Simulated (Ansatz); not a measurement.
This is a relaxation of cell and atoms with the plane-wave code Ansatz on ZrSi3O8 on the sites of the anatase structure (relaxed group Cm); the level of theory is r2SCAN. The starting cell comes from a relaxation with PBE.

```yaml
crystal:
  lattice:
    - [4.9046789486, -1.8311330419, 0.0189459715]
    - [4.9046789486, 1.8311330419, 0.0189459715]
    - [-2.6035072889, 0.0, 6.8376829549]
  atoms:
    - { symbol: Zr, position: [-0.0082492744, -0.0082492744, 0.0058357172] }
    - { symbol: Si, position: [0.2665722714, 0.2665722714, 0.3834789806] }
    - { symbol: O, position: [0.4621954436, 0.4621954436, 0.4795226667] }
    - { symbol: O, position: [0.221400542, 0.221400542, 0.1141555405] }
    - { symbol: O, position: [0.0659349418, 0.0659349418, 0.3006361211] }
    - { symbol: O, position: [0.812081396, 0.812081396, 0.4045680934] }
    - { symbol: Si, position: [0.0115471278, 0.0115471278, 0.5049396579] }
    - { symbol: Si, position: [0.2340022546, 0.2340022546, 0.8608203279] }
    - { symbol: O, position: [0.4195248489, 0.4195248489, 0.9499781117] }
    - { symbol: O, position: [0.2125141722, 0.2125141722, 0.6060858479] }
    - { symbol: O, position: [0.0451459446, 0.0451459446, 0.7579195551] }
    - { symbol: O, position: [0.7573303315, 0.7573303315, 0.8820593801] }
kpoints:
  mp_grid: { grid: [8, 8, 4] }
hamiltonian:
  xc: r2scan
scf:
  occupations: { method: fermi_dirac, width: 0.02 }
relax:
  f_tol: 0.005
  cell: {}
```

The trajectory has 9 recorded frames, each with positions in Å and forces in eV/Å. Some frames, the last among them, repeat a geometry solved again on a basis re-selected at its cell; pressure is positive in compression.

Step 1: energy 0.0 meV/atom from step 1, largest force component 0.287 eV/Å, pressure -6.54 GPa
```xyz
12
Lattice="4.9047 -1.8311 0.0189 4.9047 1.8311 0.0189 -2.6035 0.0000 6.8377" Properties=species:S:1:pos:R:3:forces:R:3 pbc="T T T"
Zr   -0.0961    0.0000    0.0396   -0.0267    0.0000   -0.0219
Si    1.6165    0.0000    2.6322    0.0155    0.0000    0.0312
O     3.2854    0.0000    3.2963   -0.1177    0.0000   -0.0430
O     1.8746    0.0000    0.7889    0.0157    0.0000    0.0135
O    -0.1359    0.0000    2.0582   -0.0047    0.0000    0.2321
O     6.9127    0.0000    2.7971    0.0940    0.0000    0.0415
Si   -1.2013    0.0000    3.4531    0.0105    0.0000    0.0160
Si    0.0543    0.0000    5.8949    0.0749    0.0000   -0.0689
O     1.6420    0.0000    6.5115   -0.2158    0.0000   -0.0586
O     0.5067    0.0000    4.1523   -0.1054    0.0000    0.0070
O    -1.5304    0.0000    5.1841    0.2865    0.0000   -0.1149
O     5.1325    0.0000    6.0599   -0.0270    0.0000   -0.0340
```

Step 2: energy -4.8 meV/atom from step 1, largest force component 0.290 eV/Å, pressure -2.95 GPa
```xyz
12
Lattice="4.8711 -1.8227 0.0163 4.8711 1.8227 0.0163 -2.5892 0.0000 6.8065" Properties=species:S:1:pos:R:3:forces:R:3 pbc="T T T"
Zr   -0.0948    0.0000    0.0407   -0.0199    0.0000    0.0137
Si    1.6037    0.0000    2.6183   -0.0174    0.0000    0.0338
O     3.2645    0.0000    3.2813   -0.0681    0.0000   -0.0246
O     1.8667    0.0000    0.7851    0.1249    0.0000    0.0646
O    -0.1403    0.0000    2.0471   -0.0040    0.0000    0.2900
O     6.8582    0.0000    2.7783    0.0593    0.0000    0.0199
Si   -1.1967    0.0000    3.4378    0.0124    0.0000    0.0288
Si    0.0518    0.0000    5.8666    0.0469    0.0000   -0.0512
O     1.6335    0.0000    6.4798   -0.2223    0.0000   -0.1046
O     0.5046    0.0000    4.1331   -0.0390    0.0000    0.0033
O    -1.5269    0.0000    5.1600    0.2394    0.0000   -0.2023
O     5.0909    0.0000    6.0271   -0.1121    0.0000   -0.0717
```

Step 3: energy -6.5 meV/atom from step 1, largest force component 0.085 eV/Å, pressure +0.20 GPa
```xyz
12
Lattice="4.8442 -1.8138 0.0182 4.8442 1.8138 0.0182 -2.5722 0.0000 6.7800" Properties=species:S:1:pos:R:3:forces:R:3 pbc="T T T"
Zr   -0.0964    0.0000    0.0432    0.0140    0.0000    0.0850
Si    1.5988    0.0000    2.6126   -0.0410    0.0000    0.0280
O     3.2523    0.0000    3.2737   -0.0038    0.0000   -0.0060
O     1.8669    0.0000    0.7871    0.0124    0.0000    0.0215
O    -0.1380    0.0000    2.0475    0.0076    0.0000   -0.0332
O     6.8214    0.0000    2.7718   -0.0107    0.0000   -0.0172
Si   -1.1875    0.0000    3.4267   -0.0214    0.0000    0.0046
Si    0.0504    0.0000    5.8401    0.0179    0.0000   -0.0439
O     1.6221    0.0000    6.4482    0.0170    0.0000   -0.0351
O     0.5076    0.0000    4.1190    0.0668    0.0000    0.0275
O    -1.5183    0.0000    5.1343    0.0004    0.0000   -0.0163
O     5.0533    0.0000    5.9984   -0.0590    0.0000   -0.0150
```

Q: How does the relaxation go on, and where does it end?

A:
Step 4: energy -6.6 meV/atom from step 1, largest force component 0.048 eV/Å, pressure +0.09 GPa
```xyz
12
Lattice="4.8437 -1.8133 0.0197 4.8437 1.8133 0.0197 -2.5699 0.0000 6.7826" Properties=species:S:1:pos:R:3:forces:R:3 pbc="T T T"
Zr   -0.0962    0.0000    0.0454    0.0132    0.0000    0.0475
Si    1.5985    0.0000    2.6151   -0.0244    0.0000    0.0251
O     3.2520    0.0000    3.2765    0.0131    0.0000   -0.0016
O     1.8679    0.0000    0.7889   -0.0044    0.0000    0.0122
O    -0.1375    0.0000    2.0490    0.0011    0.0000   -0.0073
O     6.8208    0.0000    2.7754   -0.0050    0.0000   -0.0145
Si   -1.1869    0.0000    3.4286   -0.0301    0.0000    0.0211
Si    0.0529    0.0000    5.8416    0.0093    0.0000   -0.0422
O     1.6255    0.0000    6.4484    0.0138    0.0000   -0.0251
O     0.5102    0.0000    4.1215    0.0375    0.0000   -0.0065
O    -1.5166    0.0000    5.1366    0.0027    0.0000   -0.0102
O     5.0534    0.0000    6.0022   -0.0266    0.0000    0.0011
```

Step 5 (rejected): energy -6.5 meV/atom from step 1, largest force component 0.183 eV/Å, pressure +0.06 GPa
```xyz
12
Lattice="4.8390 -1.8121 0.0185 4.8390 1.8121 0.0185 -2.5690 0.0000 6.7941" Properties=species:S:1:pos:R:3:forces:R:3 pbc="T T T"
Zr   -0.0942    0.0000    0.0472    0.1018    0.0000    0.1827
Si    1.5940    0.0000    2.6213   -0.0305    0.0000   -0.0771
O     3.2471    0.0000    3.2831    0.0120    0.0000    0.0497
O     1.8670    0.0000    0.8007    0.0174    0.0000   -0.1372
O    -0.1460    0.0000    2.0506    0.0079    0.0000    0.0457
O     6.8094    0.0000    2.7812    0.0004    0.0000    0.0289
Si   -1.1890    0.0000    3.4383   -0.0555    0.0000   -0.1402
Si    0.0569    0.0000    5.8430   -0.0353    0.0000    0.0128
O     1.6281    0.0000    6.4500   -0.0099    0.0000   -0.0507
O     0.5076    0.0000    4.1223    0.0401    0.0000    0.0860
O    -1.5150    0.0000    5.1462    0.0220    0.0000    0.0230
O     5.0504    0.0000    6.0094   -0.0705    0.0000   -0.0236
```

Step 6: energy -6.6 meV/atom from step 1, largest force component 0.030 eV/Å, pressure -0.01 GPa
```xyz
12
Lattice="4.8430 -1.8125 0.0204 4.8430 1.8125 0.0204 -2.5686 0.0000 6.7865" Properties=species:S:1:pos:R:3:forces:R:3 pbc="T T T"
Zr   -0.0953    0.0000    0.0486    0.0088    0.0000    0.0130
Si    1.5975    0.0000    2.6179   -0.0079    0.0000    0.0100
O     3.2517    0.0000    3.2797    0.0055    0.0000    0.0027
O     1.8684    0.0000    0.7913   -0.0123    0.0000    0.0062
O    -0.1389    0.0000    2.0513    0.0015    0.0000    0.0005
O     6.8190    0.0000    2.7783    0.0015    0.0000   -0.0034
Si   -1.1877    0.0000    3.4320   -0.0297    0.0000    0.0108
Si    0.0553    0.0000    5.8419    0.0050    0.0000   -0.0206
O     1.6286    0.0000    6.4478    0.0087    0.0000   -0.0164
O     0.5120    0.0000    4.1229    0.0123    0.0000   -0.0006
O    -1.5155    0.0000    5.1401    0.0067    0.0000   -0.0064
O     5.0527    0.0000    6.0063   -0.0001    0.0000    0.0042
```

Step 7: energy -6.7 meV/atom from step 1, largest force component 0.018 eV/Å, pressure +0.01 GPa
```xyz
12
Lattice="4.8390 -1.8108 0.0222 4.8390 1.8108 0.0222 -2.5640 0.0000 6.7946" Properties=species:S:1:pos:R:3:forces:R:3 pbc="T T T"
Zr   -0.0927    0.0000    0.0538   -0.0093    0.0000   -0.0182
Si    1.5945    0.0000    2.6224   -0.0048    0.0000    0.0097
O     3.2480    0.0000    3.2880   -0.0034    0.0000    0.0007
O     1.8686    0.0000    0.7965    0.0018    0.0000    0.0017
O    -0.1421    0.0000    2.0556   -0.0025    0.0000    0.0006
O     6.8108    0.0000    2.7860    0.0052    0.0000   -0.0029
Si   -1.1900    0.0000    3.4386    0.0076    0.0000    0.0112
Si    0.0611    0.0000    5.8439    0.0016    0.0000   -0.0173
O     1.6360    0.0000    6.4460    0.0078    0.0000    0.0039
O     0.5122    0.0000    4.1260    0.0134    0.0000    0.0035
O    -1.5111    0.0000    5.1480   -0.0147    0.0000    0.0067
O     5.0526    0.0000    6.0164   -0.0026    0.0000    0.0003
```

Step 8: energy -6.7 meV/atom from step 1, largest force component 0.004 eV/Å, pressure 0.00 GPa
```xyz
12
Lattice="4.8387 -1.8111 0.0223 4.8387 1.8111 0.0223 -2.5637 0.0000 6.7938" Properties=species:S:1:pos:R:3:forces:R:3 pbc="T T T"
Zr   -0.0935    0.0000    0.0534   -0.0004    0.0000    0.0001
Si    1.5945    0.0000    2.6225    0.0030    0.0000   -0.0006
O     3.2480    0.0000    3.2882   -0.0002    0.0000    0.0001
O     1.8683    0.0000    0.7962    0.0009    0.0000    0.0010
O    -0.1420    0.0000    2.0556    0.0008    0.0000    0.0033
O     6.8111    0.0000    2.7858   -0.0021    0.0000   -0.0018
Si   -1.1896    0.0000    3.4385   -0.0021    0.0000    0.0011
Si    0.0612    0.0000    5.8429   -0.0008    0.0000    0.0008
O     1.6361    0.0000    6.4455   -0.0003    0.0000    0.0011
O     0.5132    0.0000    4.1259   -0.0003    0.0000   -0.0002
O    -1.5114    0.0000    5.1476    0.0021    0.0000   -0.0036
O     5.0519    0.0000    6.0155   -0.0005    0.0000   -0.0013
```

Step 9: energy -6.5 meV/atom from step 1, largest force component 0.003 eV/Å, pressure +0.03 GPa
```xyz
12
Lattice="4.8387 -1.8111 0.0223 4.8387 1.8111 0.0223 -2.5637 0.0000 6.7938" Properties=species:S:1:pos:R:3:forces:R:3 pbc="T T T"
Zr   -0.0935    0.0000    0.0534   -0.0004    0.0000    0.0001
Si    1.5945    0.0000    2.6225    0.0030    0.0000   -0.0006
O     3.2480    0.0000    3.2882    0.0002    0.0000    0.0002
O     1.8683    0.0000    0.7962    0.0010    0.0000    0.0008
O    -0.1420    0.0000    2.0556    0.0006    0.0000    0.0031
O     6.8111    0.0000    2.7858   -0.0025    0.0000   -0.0020
Si   -1.1896    0.0000    3.4385   -0.0021    0.0000    0.0011
Si    0.0612    0.0000    5.8429   -0.0009    0.0000    0.0009
O     1.6361    0.0000    6.4455    0.0001    0.0000    0.0012
O     0.5132    0.0000    4.1259    0.0000    0.0000   -0.0002
O    -1.5114    0.0000    5.1476    0.0016    0.0000   -0.0034
O     5.0519    0.0000    6.0155   -0.0007    0.0000   -0.0014
```

The walk took 8 steps, besides SCFs solved again on a fresh basis, and changed the volume by -3.0 %. The last SCF, on a fresh basis, lies 6.5 meV an atom below the first. At the end: the symmetry is Cm (No. 8, monoclinic); a = 9.677 Å, b = 3.622 Å, c = 7.261 Å, β = 110.4° in the conventional setting, 9.94 Å³ an atom. Around Zr lie 6 O at 1.94–2.15 Å; around Si lie 6 O at 1.78–1.86 Å; around O lie 3 Si at 1.78–1.86 Å; around O lie 2 Si at 1.85–1.90 Å and 1 Zr at 2.10 Å; around O lie 2 Si at 1.73–1.83 Å and 1 Zr at 2.00 Å; around O lie 3 Si at 1.82–1.86 Å; around Si lie 6 O at 1.73–1.86 Å; around Si lie 6 O at 1.69–1.90 Å (further sites aren't listed).

Q: What wall time did it need on 1 × NVIDIA H100 80GB HBM3 with 2 threads of AMD EPYC 7R13 Processor (Zen 3), on a shared host, load about 1.8 per core, and what peak of host memory did it reach?

A: About 36 s, with a peak of 1.3 GiB.

Values at 0 K without nuclear motion; spin polarisation is off, and the phase may be a hypothetical one.
